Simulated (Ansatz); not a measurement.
The relaxed structure here is a generated cell of Ta: the first start was made by placing the elements on the sites of a structure type, and the end was not matched to a known phase here, so it may be hypothetical. Known forms of Ta include space group No. 229.

A relaxed cell of Ta (Cmcm (No. 63)), relaxed on a k-mesh at least as fine as the one used below. Method: PBE (plane waves to 420 eV, PAW, scalar-relativistic; Ansatz, an electronic-structure program). Γ-centred k-mesh 13×13×4 on the run's cell (coarser than for final values), Fermi–Dirac smearing 0.05 eV.

```xyz
4
Lattice="1.3666 -2.7489 0.0000 1.3666 2.7489 0.0000 0.0000 0.0000 9.9433" Properties=species:S:1:pos:R:3 pbc="T T T"
Ta     1.3666    -2.0130     1.2429
Ta     1.3666    -2.0130     6.2146
Ta     1.3666     2.0130     3.7287
Ta     1.3666     2.0130     8.7004
```

The atoms are displaced by (Å):

```csv
atom,ux,uy,uz
Ta1,-0.052,-0.088,-0.081
Ta2,0.020,-0.045,-0.004
Ta3,0.050,-0.111,-0.002
Ta4,0.065,-0.028,0.090
```

Problem. What forces (eV/Å) and pressure result?

Solution. 
| atom | Fx | Fy | Fz |
|---|---|---|---|
| Ta1 | -0.32 | 0.14 | 1.43 |
| Ta2 | -0.08 | -0.05 | 0.45 |
| Ta3 | 0.13 | 0.10 | -0.40 |
| Ta4 | 0.28 | -0.19 | -1.47 |

Pressure +0.7 GPa.

The undisplaced cell is probably no minimum: from this displacement the run went on to Im-3m (No. 229), 0.21 eV/atom below it.

No spin polarisation in the result.
